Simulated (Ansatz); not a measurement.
# Structure relaxation, SnSe

The start is a generated cell, SnSe placed in the 4H structure type. A full variable-cell relaxation at zero pressure is run with PBEsol (plane waves to 420 eV, PAW, scalar-relativistic; Ansatz, a quantum-chemistry and plane-wave program). The first steps use a coarse 6×6×2 k-mesh.

The start:
```yaml
crystal:
  lattice:
    - [4.54457, 0.00000, 0.00000]
    - [-2.27229, 3.93572, 0.00000]
    - [0.00000, 0.00000, 14.87777]
  atoms:
    - { symbol: Sn, position: [0.00000, 0.00000, 0.00000] }
    - { symbol: Sn, position: [0.00000, 0.00000, 0.50000] }
    - { symbol: Sn, position: [0.66667, 0.33333, 0.75018] }
    - { symbol: Sn, position: [0.33333, 0.66667, 0.25018] }
    - { symbol: Se, position: [0.00000, 0.00000, 0.81216] }
    - { symbol: Se, position: [0.00000, 0.00000, 0.31216] }
    - { symbol: Se, position: [0.66667, 0.33333, 0.56329] }
    - { symbol: Se, position: [0.33333, 0.66667, 0.06329] }
```

```yaml
initial_pressure: "+4.0 GPa (positive: the cell is compressed)"
largest_initial_force: 0.14 eV/Å, on Se7, Se8 (atoms numbered as listed)
outcome: The space group stays P6₃mc (No. 186) (the run could not lower it), with 8 atoms in the primitive cell
energy_released: 0.16 eV/atom
volume_change: -3.4 %, from 33.26 to 32.14 Å³/atom
Shortest distances (start → end): "The closest pairs of elements (up to four, under 3.6 Å), start → end: Se–Sn 2.78 → 2.78 Å"
band_gap_at_the_end: 0.37 eV, indirect (valence top at K, conduction bottom at 57 % of the way from K to Γ) (no spin-orbit coupling)
optimiser_moves: 15
```

Final values are on a 8×8×3 k-mesh of the relaxed cell. No spin polarisation in the result.

The run could not lose the symmetry of its start, so the end can be a saddle point.

The relaxed structure here is a generated cell of SnSe: the first start was made by placing the elements on the sites of a structure type, and the end was not matched to a known phase here, so it may be hypothetical. Known forms of SnSe include space group No. 62.
